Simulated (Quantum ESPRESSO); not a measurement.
```
CELL_PARAMETERS angstrom
      0.00000     2.85164     2.85164
      2.85164     0.00000     2.85164
      2.85164     2.85164     0.00000
ATOMIC_POSITIONS crystal
  Al 0.00000 0.00000 0.00000
  As 0.25000 0.25000 0.25000
```

The PBEsol cell relaxed from Materials Project entry mp-2172 was given an isotropic strain of +0.5 % on all lattice vectors, and the atoms were relaxed again.

Question: What does PBE (stringent potentials; Quantum ESPRESSO, PseudoDojo norm-conserving, 104 Ry, no spin-orbit coupling) give for the electronic structure near the Fermi level?

Answer: The PBE gap is indirect, 1.48 eV, from Γ to X; the smallest direct gap is 1.87 eV. Spin-orbit splittings are left out.
